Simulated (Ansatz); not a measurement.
ZrTa (Pmma), relaxed and computed with several functionals in Ansatz (plane waves, PAW).

```tsv
functional	a (Å)	c (Å)	V (Å³/atom)	ΔH_f (eV/atom)	B₀ by P(V) fit (GPa)
PBE	4.693	4.960	20.70	0.15	119
r²SCAN	4.656	4.971	20.66	0.17	122
PBEsol	4.648	4.893	19.90	0.16	127
```

Typed or built starts, not in the databases checked: ZrTa, Pmma (Ta on 2e, Zr on 2f). All cells were relaxed under the symmetry of their starts (and spin orders); stability against distortions was not tested throughout. Rows with no word on spin ran without spin polarisation. Scalar-relativistic: spin–orbit coupling is off unless named, which matters more the heavier the elements.

Potentials: the later of the program's two PAW sets.

Ansatz (a program for electronic structure) is a plane-wave DFT program.

Formation energies count from the lowest solids of the elements computed at the same level, not from gases.
